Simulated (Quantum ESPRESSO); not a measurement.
Band energies of CaAlSiH

```
CaAlSiH
1.0
    4.12424     0.00000     0.00000
   -2.06212     3.57169     0.00000
    0.00000     0.00000     4.53257
H Al Si Ca
1 1 1 1
Direct
  0.66667   0.33333   0.07325
  0.66667   0.33333   0.46307
  0.33333   0.66667   0.56485
  0.00000   0.00000   0.00553
```

PBEsol (Quantum ESPRESSO, PseudoDojo norm-conserving, 72 Ry, without SOC); path ΓMKΓALHA,LM,KH; energies in eV from the valence-band maximum.

| k (1/Å) | point | band 5 | band 6 | band 7 | band 8 | band 9 | band 10 | band 11 | band 12 |
|---|---|---|---|---|---|---|---|---|---|
| 0.00 | Γ | -10.30 | -4.54 | -1.97 | -1.23 | -1.23 | 1.24 | 2.33 | 2.33 |
| 0.55 |  | -9.27 | -5.72 | -3.07 | -1.93 | -1.46 | 0.54 | 2.18 | 2.63 |
| 0.88 | M | -8.22 | -7.05 | -3.30 | -2.16 | -1.07 | 0.22 | 1.88 | 2.39 |
| 1.13 |  | -8.04 | -7.01 | -3.85 | -2.54 | -0.95 | 0.67 | 1.77 | 2.81 |
| 1.39 | K | -7.67 | -7.13 | -4.47 | -2.58 | -0.88 | 0.51 | 2.30 | 2.93 |
| 1.69 |  | -8.64 | -6.27 | -3.74 | -2.59 | -1.13 | 1.09 | 1.84 | 2.57 |
| 2.20 |  | -10.15 | -4.64 | -1.91 | -1.86 | -1.42 | 1.64 | 1.96 | 2.67 |
| 2.40 | Γ | -10.30 | -4.54 | -1.97 | -1.23 | -1.23 | 1.24 | 2.33 | 2.33 |
| 2.87 |  | -9.78 | -6.27 | -0.86 | -0.86 | -0.47 | 1.28 | 1.28 | 2.06 |
| 3.10 | A | -9.52 | -6.78 | -0.70 | -0.70 | 0.00 | 1.12 | 1.12 | 2.01 |
| 3.39 |  | -9.28 | -6.53 | -2.44 | -1.38 | -0.87 | 1.21 | 1.96 | 2.53 |
| 3.88 |  | -8.10 | -6.07 | -5.02 | -2.34 | -2.32 | 0.85 | 2.78 | 3.58 |
| 3.98 | L | -8.00 | -6.16 | -5.05 | -2.37 | -2.37 | 0.83 | 2.73 | 3.80 |
| 4.38 |  | -7.63 | -6.32 | -4.88 | -3.68 | -2.14 | 1.39 | 3.31 | 3.96 |
| 4.48 | H | -7.56 | -6.37 | -4.86 | -3.78 | -2.12 | 1.28 | 3.56 | 4.01 |
| 4.99 |  | -8.82 | -6.13 | -3.83 | -2.46 | -1.59 | 1.92 | 2.61 | 2.78 |
| 5.50 | A | -9.52 | -6.78 | -0.70 | -0.70 | 0.00 | 1.12 | 1.12 | 2.01 |
| 5.50 | L | -8.00 | -6.16 | -5.05 | -2.37 | -2.37 | 0.83 | 2.73 | 3.80 |
| 5.90 |  | -8.14 | -6.80 | -3.96 | -2.25 | -1.54 | 0.17 | 2.30 | 2.79 |
| 6.19 | M | -8.22 | -7.05 | -3.30 | -2.16 | -1.07 | 0.22 | 1.88 | 2.39 |
| 6.19 | K | -7.67 | -7.13 | -4.47 | -2.58 | -0.88 | 0.51 | 2.30 | 2.93 |
| 6.29 |  | -7.67 | -7.11 | -4.44 | -2.74 | -0.97 | 0.71 | 2.42 | 2.95 |
| 6.89 | H | -7.56 | -6.37 | -4.86 | -3.78 | -2.12 | 1.28 | 3.56 | 4.01 |

The PBEsol gap is 0.14 eV; at least one edge lies off the plotted path, at a point of the SCF mesh. The smallest direct gap is 1.12 eV.

Geometry relaxed with PBEsol.

The structure is a Materials Project entry; no match was found in the copy of COD used, and its stability was not checked.
